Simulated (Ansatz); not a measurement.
ZnS:
```yaml
crystal:
  lattice:
    - [0.00000, 2.67820, 2.67820]
    - [2.67820, 0.00000, 2.67820]
    - [2.67820, 2.67820, 0.00000]
  atoms:
    - { symbol: Zn, position: [0.00000, 0.00000, 0.00000] }
    - { symbol: S, position: [0.75000, 0.75000, 0.75000] }
```

Tensor components refer to the Cartesian frame of this cell.

**Question.** Give the proper piezoelectric stress tensor with relaxed ions from plane-wave PAW PBEsol (Ansatz code).

**Answer.** In C/m², rows x, y, z, Voigt columns; mesh uncertainty up to 0.00.
```
 0.00   0.00   0.00  -0.13   0.00   0.00
 0.00   0.00   0.00   0.00  -0.13   0.00
 0.00   0.00   0.00   0.00   0.00  -0.13
```

The elastic tensor of the same run (GPa):

```
 107  64.9  64.9   0.0   0.0   0.0
64.9   107  64.9   0.0   0.0   0.0
64.9  64.9   107   0.0   0.0   0.0
 0.0   0.0   0.0  48.5   0.0   0.0
 0.0   0.0   0.0   0.0  48.5   0.0
 0.0   0.0   0.0   0.0   0.0  48.5
```

**Question.** Convert to strain constants d = e·S.

**Answer.** In pC/N:
```
 0.0   0.0   0.0  -2.8   0.0   0.0
 0.0   0.0   0.0   0.0  -2.8   0.0
 0.0   0.0   0.0   0.0   0.0  -2.8
```

Space group F-43m (zinc blende). The PBEsol relaxation kept the symmetry of its start. Signs of piezoelectric constants follow the polarity of the cell as given.

Potentials: the earlier of the program's two PAW sets. The files were generated under PBE; for other functionals the program regenerates the frozen cores, and for LDA and PBEsol the local potential too.
